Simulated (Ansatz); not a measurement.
**KHgF3: do energies and stresses tell the same story?**

Theory: Ansatz 0.2.0, DFT r2SCAN, scalar-relativistic, plane waves, PAW.

Settings: cutoff 500 eV, Γ-centred mesh 6×6×6 on the computed 5-atom cell, Gaussian smearing of 0.02 eV; no spin polarisation.

Relaxed cell: Pm-3m, a = 4.519 Å, b = 4.519 Å, c = 4.519 Å, α = 90.00°, β = 90.00°, γ = 90.00°, 5 atoms in the primitive cell. Whether it is the stable form of this composition wasn't checked.

Energies at zero smearing and pressures from the stress tensor, at volumes with shape and atoms relaxed:
| V (Å³/atom) | E − E(first) (meV/atom) | P (GPa) |
| --- | --- | --- |
| 16.237 | 0.00 | 10.53 |
| 16.791 | -30.36 | 7.14 |
| 17.345 | -50.02 | 4.32 |
| 17.898 | -60.75 | 1.96 |
| 18.452 | -64.02 | -0.01 |
| 19.005 | -61.04 | -1.66 |
| 19.559 | -52.84 | -3.04 |
| 20.297 | -35.23 | -4.54 |

Task: Check P = −dE/dV between neighbouring volumes, and get the bulk modulus from the pressures alone.

Result: With 1 eV/Å³ = 160.2 GPa:
| middle V (Å³/atom) | −ΔE/ΔV (GPa) | mean P (GPa) |
| --- | --- | --- |
| 16.514 | 8.787 | 8.836 |
| 17.068 | 5.692 | 5.732 |
| 17.621 | 3.105 | 3.140 |
| 18.175 | 0.946 | 0.974 |
| 18.728 | -0.863 | -0.839 |
| 19.282 | -2.374 | -2.354 |
| 19.928 | -3.822 | -3.790 |

The two differ by 0.05 GPa at most. The mean of two end pressures misses the average over a step by about ΔV² P″/12, up to 0.05 GPa here; with that taken off 0.00 GPa remains. Around V = 18.452 Å³/atom, the two neighbours give B = −V ΔP/ΔV = 18.452 × 3.62 / 1.107 = 60.4 GPa, against B0 = 60.1 GPa from the Birch–Murnaghan fit of the energies.

Spin–orbit coupling is left out, which can shift energies with elements as heavy as these.

Symmetry holds off the tilts and polar distortions that many cubic perovskites undergo.

Cost: 9 runs of about 4 core-minutes in all, on Intel Xeon 6975P-C (Granite Rapids) (shared hosts).